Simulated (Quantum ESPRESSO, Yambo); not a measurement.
At a photon energy of 6.88 eV, RPA with local fields on PBEsol bands shifted by a G0W0 scissor of 1.78 eV (Quantum ESPRESSO and Yambo; 4×4×4 mesh, 124 bands, 3 Ry local-field block, 0.2 eV broadening) gives ε = 6.79 + 3.99i for Ba2ScTaO6 (space group Fm-3m, No. 225), field along x.

**Question.** Work out n, κ, the normal-incidence reflectivity, the absorption coefficient and the penetration depth.

**Answer.** 
|ε| = 7.88; n = √((|ε| + ε1)/2) = 2.71, κ = √((|ε| − ε1)/2) = 0.74. R = ((n − 1)² + κ²)/((n + 1)² + κ²) = 0.24. α = 2Eκ/(ħc) with ħc = 197.327 eV nm: 0.0514 per nm = 5.1 × 10⁵ per cm, a 1/e depth of 19 nm. The computed direct gap is 4.81 eV, and the energy scale of the real crystal may differ from it. Excitonic effects are left out, and values at one energy depend on mesh and broadening. The scissor comes from a G0W0 run whose convergence isn't established. Convergence of the RPA response with its 4×4×4 mesh was not tested.

Spin-orbit coupling is not included.

Geometry of the Materials Project entry, not relaxed at this level; primitive cell a = 5.879 Å, b = 5.879 Å, c = 5.879 Å, α = 60.00°, β = 60.00°, γ = 60.00°.

The structure is a Materials Project entry; no match was found in the copy of COD used, and its stability was not checked.
